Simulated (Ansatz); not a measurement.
Here is the system:

Se:
```xyz
3
Lattice="4.5280 0.0000 0.0000 -2.2640 3.9214 0.0000 0.0000 0.0000 5.0432" Properties=species:S:1:pos:R:3 pbc="T T T"
Se     0.9893     0.0000     4.2027
Se    -0.4946     0.8568     0.8405
Se     1.7694     3.0646     2.5216
```

This is the PBE-relaxed structure.

Task: All from PBE in the plane-wave PAW code Ansatz, unless another level is named. Estimate the smallest direct gap on the standard path.

Result: 1.22 eV.

Task: Next, the band gap?

Result: 1.04 eV (indirect).

Task: And the conduction-band minimum?

Result: at H (2 equivalent valleys).

Task: Give the valence-band maximum.

Result: at L.

Space group P3_121 (trigonal Se type). Symmetry was held in the PBE relaxation. A crystal of weakly bound chains computed without a dispersion correction: the cell and the soft elastic constants depend strongly on that. Scalar-relativistic: spin–orbit coupling is off unless named, which matters more the heavier the elements.

Potentials: the later of the program's two PAW sets.
